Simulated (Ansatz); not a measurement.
**A plane-wave run on SiNi₆B₂**

The input, for Ansatz 0.2.0 (plane waves, PAW):

```yaml
crystal:
  lattice:
    - [6.002018, 0.0, 0.0]
    - [-3.001009, 5.197905, 0.0]
    - [0.0, 0.0, 2.846166]
  atoms:
    - { symbol: Si, position: [0.0, 0.0, 0.5] }
    - { symbol: B, position: [0.3333, 0.6667, 0.0] }
    - { symbol: B, position: [0.6667, 0.3333, 0.0] }
    - { symbol: Ni, position: [0.608, 0.0, 0.5] }
    - { symbol: Ni, position: [0.392, 0.392, 0.5] }
    - { symbol: Ni, position: [0.0, 0.608, 0.5] }
    - { symbol: Ni, position: [0.247, 0.0, 0.0] }
    - { symbol: Ni, position: [0.753, 0.753, 0.0] }
    - { symbol: Ni, position: [0.0, 0.247, 0.0] }
  symmetry: { tolerance: 0.0003 }
kpoints:
  mp_grid: { grid: [7, 7, 12], shift: [0, 0, 0] }
magnetization:
  spin_polarized: false
scf:
  occupations: { method: gaussian, width: 0.0551 }
  lower_state_search: "off"
  max_iter: 200
hamiltonian:
  pseudopotentials: { kind: paw }
  xc: r2scan
basis:
  ecutwfc: 500
  fft_grid_basis: typed
output:
  forces: true
  stress: true
  eigenvalues: true
  bader: true
  populations: true
  elf: true
  write_potential: true
  volumetric_format: npy
  dos:
    e_range: [-12, 8]
    de: 0.05
    projected: { site_lists: { B: [B], Ni: [Ni], Si: [Si] } }
checkpoint:
  read: saved_state
```

The saved state is an earlier solution for the same cell, perhaps on another mesh. 

Parts of the output:

```
SCF iter   1: F=-36023.8029 eV  Δρ=4.51e-3  dr2=6.61e-3  dr2_τ=3.76e-3
SCF iter   2: F=-36023.7974 eV  Δρ=4.45e-3  dr2=1.09e-2  dr2_τ=2.01e-4
SCF iter   3: F=-36023.8022 eV  Δρ=3.12e-3  dr2=5.66e-3  dr2_τ=1.14e-4
SCF iter   4: F=-36023.8064 eV  Δρ=1.32e-3  dr2=8.13e-4  dr2_τ=3.88e-5
SCF iter   5: F=-36023.8070 eV  Δρ=3.89e-4  dr2=7.95e-5  dr2_τ=4.39e-6
SCF iter   6: F=-36023.8070 eV  Δρ=1.40e-4  dr2=1.37e-5  dr2_τ=3.25e-7
SCF iter   7: F=-36023.8070 eV  Δρ=8.21e-5  dr2=4.46e-6  dr2_τ=3.85e-8
SCF iter   8: F=-36023.8070 eV  Δρ=1.18e-5  dr2=1.05e-7  dr2_τ=3.06e-9
SCF iter   9: F=-36023.8070 eV  Δρ=1.68e-5  dr2=2.01e-7  dr2_τ=7.06e-10
SCF iter  10: F=-36023.8070 eV  Δρ=4.65e-6  dr2=1.45e-8  dr2_τ=6.39e-11
Free energy (F): -36023.8070 eV
Harris-Foulkes:  -36023.8070 eV  (|F-HF|=1.22e-8)
Internal energy: -36023.8008 eV  (E = F + TS)
E sigma→0 (E₀):  -36023.8039 eV
Entropy (-TS):   -0.0063 eV (-0.695 meV/atom)
Fermi energy:    16.5395 eV
--- Per-component energies (eV) ---
  E_band       = -1916.9611
  E_kinetic    = 1841.1109
  E_local      = -23378.8914  (includes V_loc(G=0)·N_el)
  E_nonlocal   = 3906.4087
  E_hartree    = 9948.0984
  E_xc         = -589.6614
  E_vxc        = -838.9793  (∫ρ·V_xc dr)
  E_paw        = -10560.5864  (= ΣΔE_a)
  E_vpaw       = -3401.5172  (= ΣTr[D̂ρ^β])
  E_aug_tail   = 0.0014  (compensation charges beyond the density's cutoff)
  E_vtau       = 58.7099  (kinetic-family band-sum trace: ∫τ·v_τ [+ j·A + Jᵃ·Aᵃ] dr)
  E_ewald      = -17188.3671
  E_core_change = -1.9137  (= ΣΔE_core)
  E_smearing   = -0.0063  (= −TS)
--- Forces (eV/Å), atoms counted from 1 ---
  atom   1  Si     0.0000     0.0000     0.0000
  atom   2  B      0.0000     0.0000     0.0000
  atom   3  B      0.0000     0.0000     0.0000
  atom   4  Ni    -1.4372     0.0000     0.0000
  atom   5  Ni     0.7186     1.2446     0.0000
  atom   6  Ni     0.7186    -1.2446     0.0000
  atom   7  Ni     4.3900     0.0000     0.0000
  atom   8  Ni    -2.1950    -3.8019     0.0000
  atom   9  Ni    -2.1950     3.8019     0.0000
--- Stress (GPa, compression-positive) ---
       -5.9193       0.0000       0.0000
        0.0000      -5.9193       0.0000
        0.0000       0.0000      11.5051
  P = ⅓ Tr σ = -0.1112 GPa (-1.112 kbar)
--- Löwdin populations: 9 sites ---
  site symbol       q [e]
     0     Si      4.2734
     1      B      3.8926
     2      B      3.8926
     3     Ni     17.4172
     4     Ni     17.4172
     5     Ni     17.4172
     6     Ni     17.5370
     7     Ni     17.5370
     8     Ni     17.5370
  spilling = 0.0091 (of n_electrons = 118.0000)
```

Origin: a known structure type with other elements, at an estimated volume, so it need not be a known compound. Caveats: no spin polarisation, so a magnetic state may lie lower; atoms or cell far from equilibrium.
